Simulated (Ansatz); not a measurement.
The relaxed structure here is a generated cell of Pb: the first start was made by placing the elements on the sites of a structure type, and the end was not matched to a known phase here, so it may be hypothetical. Known forms of Pb include space group No. 225.

A relaxed cell of Pb (Im-3m (No. 229)), relaxed on a k-mesh at least as fine as the one used below. The numbers are results of PBEsol (plane waves to 420 eV, PAW, scalar-relativistic; Ansatz, a quantum-chemistry and plane-wave program), not measurements. Γ-centred k-mesh 12×6×12 on the run's cell (coarser than for final values), Fermi–Dirac smearing 0.05 eV.

```xyz
2
Lattice="-1.9578 1.9578 1.9578 3.9156 -3.9156 3.9156 1.9578 1.9578 -1.9578" Properties=species:S:1:pos:R:3 pbc="T T T"
Pb     0.0000     0.0000     0.0000
Pb     1.9578    -1.9578     1.9578
```

The atoms are displaced by (Å):

```
atom      ux      uy      uz
----  ------  ------  ------
Pb1    0.039  -0.009   0.059
Pb2   -0.030  -0.082  -0.010
```

### Question
What forces (eV/Å) and pressure result?

### Answer
```tsv
atom	Fx	Fy	Fz
Pb1	-0.13	-0.07	-0.13
Pb2	0.13	0.07	0.13
```

Pressure +0.1 GPa.

The undisplaced cell is probably no minimum: from this displacement the run went on to I4/mmm (No. 139), 0.04 eV/atom below it.

No spin polarisation in the result.
